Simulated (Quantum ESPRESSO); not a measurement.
Hf2In2Ti2ZrRh, input and log of a self-consistent run

Simulated, not a measurement. The program is pw.x of Quantum ESPRESSO 7.5 (plane-wave density functional theory). The cell is made up: eight metal atoms on a hexagonal close-packed lattice, with elements, volume, strain and displacements drawn at random and not relaxed, so it may be unstable or far from any real phase. PseudoDojo standard norm-conserving files set the functional (PBE unless stated); there is no spin polarisation or spin-orbit coupling, the Fermi-Dirac width of 0.25 eV means electrons at about 2900 K, and the masses in the input are unused placeholders. Heavy elements are run without spin-orbit coupling, which real alloys of them have. A spin test at this wide smearing found no moment, but such smearing suppresses magnetism that the real alloy may have.

Input:

```
&control calculation='scf', pseudo_dir='./dojo.nc.sr.pbe.v0_5.standard.upf', outdir='./o', disk_io='minimal', tprnfor=.true., tstress=.true. /
&system ibrav=0, nat=8, ntyp=5, nbnd=68, ecutwfc=87.97787729, nosym=.true., tot_charge=0,
 occupations='smearing', smearing='fd', degauss=0.0183746611
/
&electrons conv_thr=1.470e-08, electron_maxstep=70, mixing_beta=0.5 /
ATOMIC_SPECIES
Hf 1.0 Hf.upf
In 1.0 In.upf
Rh 1.0 Rh.upf
Ti 1.0 Ti.upf
Zr 1.0 Zr.upf
CELL_PARAMETERS angstrom
4.8164 -2.7402 0.0815
-3.2719 0.0508 -5.3888
3.1914 5.4464 -0.0045
ATOMIC_POSITIONS angstrom
Hf -0.0105 -0.0297 -0.0351
Hf 1.6645 2.6664 0.0616
In 0.0001 1.8816 -2.7015
Ti 1.5809 4.6211 -2.6419
Zr 3.1817 0.0111 0.0425
Rh 4.8549 2.7842 0.0165
Ti 1.6344 -0.8945 -2.666
In 3.1957 1.8447 -2.6493
K_POINTS automatic
5 5 4 1 1 1
```

The log is shortened where brackets say so; the opening notice, blank lines, dates and the lines on written files are dropped, and the path of the files is cut. It prints rydbergs, bohrs and kilobars, and counts compression as positive stress. Its total energy is the free energy E - TS of the whole cell.

```
     Program PWSCF v.7.5
     Parallel version (MPI & OpenMP), running on       4 processor cores
     Number of MPI processes:                 4
     Threads/MPI process:                     1
     [start-up lines left out]
     bravais-lattice index     =            0
     lattice parameter (alat)  =      10.4727  a.u.
     unit-cell volume          =    1262.3325 (a.u.)^3
     number of atoms/cell      =            8
     number of atomic types    =            5
     number of electrons       =       103.00
     number of Kohn-Sham states=           68
     kinetic-energy cutoff     =      87.9779  Ry
     charge density cutoff     =     351.9115  Ry
     scf convergence threshold =      1.5E-08
     mixing beta               =       0.5000
     number of iterations used =            8  plain     mixing
     Exchange-correlation= PBE
                           (   1   4   3   4   0   0   0)
     [axes and pseudopotential details left out]
   Cartesian axes
     site n.     atom                  positions (alat units)
         1        Hf     tau(   1) = (  -0.0018946  -0.0053591  -0.0063335  )
         2        Hf     tau(   2) = (   0.3003463   0.4811316   0.0111153  )
         3        In     tau(   3) = (   0.0000180   0.3395204  -0.4874651  )
         4        Ti     tau(   4) = (   0.2852614   0.8338423  -0.4767107  )
         5        Zr     tau(   5) = (   0.5741135   0.0020029   0.0076688  )
         6        Rh     tau(   6) = (   0.8760297   0.5023877   0.0029773  )
         7        Ti     tau(   7) = (   0.2949150  -0.1614057  -0.4810594  )
         8        In     tau(   8) = (   0.5766397   0.3328621  -0.4780460  )
     number of k points=    50  Fermi-Dirac smearing, width (Ry)=  0.0184
                       cart. coord. in units 2pi/alat
        k(    1) = (   0.1429009   0.0433014  -0.1891982), wk =   0.0400000
        k(    2) = (   0.2522403   0.2335642  -0.2537918), wk =   0.0400000
     [further k points left out]
     Dense  grid:   140795 G-vectors     FFT dimensions: (  64,  72,  72)
     Estimated max dynamical RAM per process >     492.31 MB
     Estimated total dynamical RAM >       1.82 GB
     Initial potential from superposition of free atoms
     starting charge     102.9823, renormalised to     103.0000
     Starting wfcs are   78 randomized atomic wfcs
     total cpu time spent up to now is       13.9 secs
     per-process dynamical memory:   371.8 Mb
     Self-consistent Calculation
     iteration #  1     ecut=    87.98 Ry     beta= 0.50
     Davidson diagonalization with overlap
     ethr =  1.00E-02,  avg # of iterations =  2.1
     Threshold (ethr) on eigenvalues was too large:
     Diagonalizing with lowered threshold
     Davidson diagonalization with overlap
     ethr =  6.15E-04,  avg # of iterations =  3.9
     total cpu time spent up to now is       74.7 secs
     total energy              =   -1064.37960379 Ry
     estimated scf accuracy    <       0.73210031 Ry
     iteration #  2     ecut=    87.98 Ry     beta= 0.50
     Davidson diagonalization with overlap
     ethr =  7.11E-04,  avg # of iterations =  4.7
     total cpu time spent up to now is      113.8 secs
     total energy              =   -1064.29089807 Ry
     estimated scf accuracy    <       6.13848600 Ry
     iteration #  3     ecut=    87.98 Ry     beta= 0.50
     Davidson diagonalization with overlap
     ethr =  7.11E-04,  avg # of iterations =  4.2
     total cpu time spent up to now is      145.9 secs
     total energy              =   -1064.61702839 Ry
     estimated scf accuracy    <       1.63401335 Ry
     iteration #  4     ecut=    87.98 Ry     beta= 0.50
     Davidson diagonalization with overlap
     ethr =  7.11E-04,  avg # of iterations =  1.9
     total cpu time spent up to now is      170.9 secs
     total energy              =   -1064.73013547 Ry
     estimated scf accuracy    <       0.17707590 Ry
     iteration #  5     ecut=    87.98 Ry     beta= 0.50
     Davidson diagonalization with overlap
     ethr =  1.72E-04,  avg # of iterations =  2.3
     total cpu time spent up to now is      202.1 secs
     total energy              =   -1064.74226600 Ry
     estimated scf accuracy    <       0.07709599 Ry
     [iterations 6 to 10 left out]
     iteration # 11     ecut=    87.98 Ry     beta= 0.50
     Davidson diagonalization with overlap
     ethr =  1.83E-07,  avg # of iterations =  4.6
     total cpu time spent up to now is      415.8 secs
     total energy              =   -1064.75057096 Ry
     estimated scf accuracy    <       0.00002723 Ry
     iteration # 12     ecut=    87.98 Ry     beta= 0.50
     Davidson diagonalization with overlap
     ethr =  2.64E-08,  avg # of iterations =  5.2
     total cpu time spent up to now is      453.4 secs
     total energy              =   -1064.75057362 Ry
     estimated scf accuracy    <       0.00000368 Ry
     iteration # 13     ecut=    87.98 Ry     beta= 0.50
     Davidson diagonalization with overlap
     ethr =  3.58E-09,  avg # of iterations =  3.9
     total cpu time spent up to now is      492.0 secs
     total energy              =   -1064.75057407 Ry
     estimated scf accuracy    <       0.00000050 Ry
     iteration # 14     ecut=    87.98 Ry     beta= 0.50
     Davidson diagonalization with overlap
     ethr =  4.82E-10,  avg # of iterations =  4.1
     total cpu time spent up to now is      526.0 secs
     total energy              =   -1064.75057415 Ry
     estimated scf accuracy    <       0.00000010 Ry
     iteration # 15     ecut=    87.98 Ry     beta= 0.50
     Davidson diagonalization with overlap
     ethr =  9.27E-11,  avg # of iterations =  3.5
     total cpu time spent up to now is      557.9 secs
     End of self-consistent calculation
     [lines on levels left out]
!    total energy              =   -1064.75057415 Ry
     estimated scf accuracy    <       0.00000001 Ry
     smearing contrib. (-TS)   =      -0.16720191 Ry
     internal energy E=F+TS    =   -1064.58337224 Ry
     The total energy is F=E-TS. E is the sum of the following terms:
     one-electron contribution =    -334.90284979 Ry
     hartree contribution      =     212.62053942 Ry
     xc contribution           =    -229.22744627 Ry
     ewald contribution        =    -713.07361559 Ry
     convergence has been achieved in  15 iterations
     Forces acting on atoms (cartesian axes, Ry/au):
     atom    1 type  1   force =    -0.00600251    0.00222979    0.00911802
     atom    2 type  1   force =    -0.00639239    0.01221896   -0.01806555
     atom    3 type  2   force =     0.00692236   -0.01326592   -0.00107853
     atom    4 type  4   force =    -0.00422273    0.00626701   -0.00422450
     atom    5 type  5   force =     0.01757676   -0.01836397    0.00702237
     atom    6 type  3   force =     0.00081332    0.00771791   -0.00425598
     atom    7 type  4   force =    -0.01328095   -0.01791154    0.00866199
     atom    8 type  2   force =     0.00458615    0.02110777    0.00282219
     Total force =     0.052548     Total SCF correction =     0.000401
     Computing stress (Cartesian axis) and pressure
          total   stress  (Ry/bohr**3)                   (kbar)     P=     -116.35
  -0.00076478  -0.00006074   0.00004006         -112.50       -8.94        5.89
  -0.00006074  -0.00073467  -0.00001955           -8.94     -108.07       -2.88
   0.00004006  -0.00001955  -0.00087326            5.89       -2.88     -128.46
     init_run     :     13.00s CPU     13.49s WALL (       1 calls)
     electrons    :    537.55s CPU    544.10s WALL (       1 calls)
     forces       :      3.70s CPU      3.73s WALL (       1 calls)
     stress       :     12.44s CPU     12.75s WALL (       1 calls)
     [timing details left out]
     PWSCF        :   9m27.07s CPU   9m34.49s WALL
     JOB DONE.
```

In other units: free energy -14486.670 eV for the cell, pressure -11.63 GPa, largest force component 0.543 eV/Å in size. The run took 576 s of wall time with four MPI processes on a shared machine (Intel Xeon, older, virtual cores), so the time is rough. A rerun of this cell at a higher cutoff and on a denser mesh moved values by no more than 0.002 eV in energy, 0.02 GPa in stress and 0.003 eV/Å in force, and a second program with other atomic files agreed on that cell to 2 % rms in force and 0.5 GPa in pressure.